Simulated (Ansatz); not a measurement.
Input and command of a plane-wave DFT calculation in Ansatz:

```yaml
crystal:
  lattice:
    - [0.0, 2.9798940186, 2.9798940186]
    - [2.9798940186, 0.0, 2.9798940186]
    - [2.9798940186, 2.9798940186, 0.0]
  atoms:
    - { symbol: In, position: [0.0, 0.0, 0.0] }
    - { symbol: P, position: [0.75, 0.75, 0.75] }
basis:
  ecutwfc: 420
  xc_grid: 2
kpoints:
  mp_grid: { grid: [10, 10, 10] }
  band_path: { path: [VBM, CBM], npoints: 2 }
hamiltonian:
  xc: pbe
scf:
  occupations: { method: gaussian, width: 0.02 }
output:
  forces: true
  stress: true
  eigenvalues: true
```

```bash
ansatz run input.yaml --threads 4 --pin off --max-ram 8192MiB --backend cpu --events-out ev --progress --plain --runs-dir out
```

Processor: Intel(R) Xeon(R) Processor @ 2.70GHz, 4 threads, on a host shared with other jobs.

Q: Estimate time, memory and problem size.

A: About 2.9 s on 4 threads of Intel(R) Xeon(R) Processor @ 2.70GHz, with other jobs on the host, peak memory 0.4 GiB. It solves 13 bands at 47 k points (the mesh reduced by the symmetry that the task leaves, which can be less than the crystal's) with about 1037 plane waves, in 6 SCF iterations.
